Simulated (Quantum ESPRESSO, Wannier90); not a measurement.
## Tight-binding from DFT: BaAlSiH (P3m1)

```xyz
4
Lattice="4.3342 0.0000 0.0000 -2.1671 3.7536 0.0000 0.0000 0.0000 5.2626" Properties=species:S:1:pos:R:3 pbc="T T T"
Ba     0.0000     0.0000     0.0023
Al    -2.1671     1.2512     2.4484
Si     2.1671    -1.2512    -2.4086
H     -2.1671     1.2512     0.7100
```

Structure: Materials Project mp-571093, symmetrised, not relaxed again. Not found in the COD (Crystallography Open Database) copy used; not checked further. Level: PBEsol, no spin polarisation, no spin-orbit coupling; pw.x of Quantum ESPRESSO at 58 Ry with PseudoDojo potentials, 12×12×6 k-points, Wannier90. Density: 12×12×6 mesh, Gaussian smearing 0.01 Ry. Spin-orbit coupling is left out although heavy elements are present.

Bands 5-9 form an isolated set from -8.68 to 0.00 eV relative to the valence-band maximum (on the path) and are turned into 5 Wannier functions by minimising the spread from the start: atomic waves H 1s, Si 3p, Si 3s.

**Question.** Where do the functions sit, how wide are they and what are they made of?

**Answer.** 
```json
[
 {"functions": "1", "spread (Å²)": "5.11", "nearest atom, distance (Å)": "Si 0.53", "second atom, distance (Å)": "Al 2.67", "weight on atomic waves": "Si 3p 56 %, Si 3s 14 %, Al 3p 9 %"},
 {"functions": "3", "spread (Å²)": "3.36", "nearest atom, distance (Å)": "Si 1.01", "second atom, distance (Å)": "Al 1.53", "weight on atomic waves": "Si 3p 39 %, Al 3p 26 %, Si 3s 16 %"},
 {"functions": "1", "spread (Å²)": "2.45", "nearest atom, distance (Å)": "H 0.10", "second atom, distance (Å)": "Al 1.63", "weight on atomic waves": "H 1s 62 %, Al 3p 18 %, Ba 5p 6 %"}
]
```

Ω_I = 15.79 Å², Ω_total = 17.65 Å²; the interpolated bands follow pw.x to 1.2 meV rms on the path. It is the lowest total spread that any start reached here.
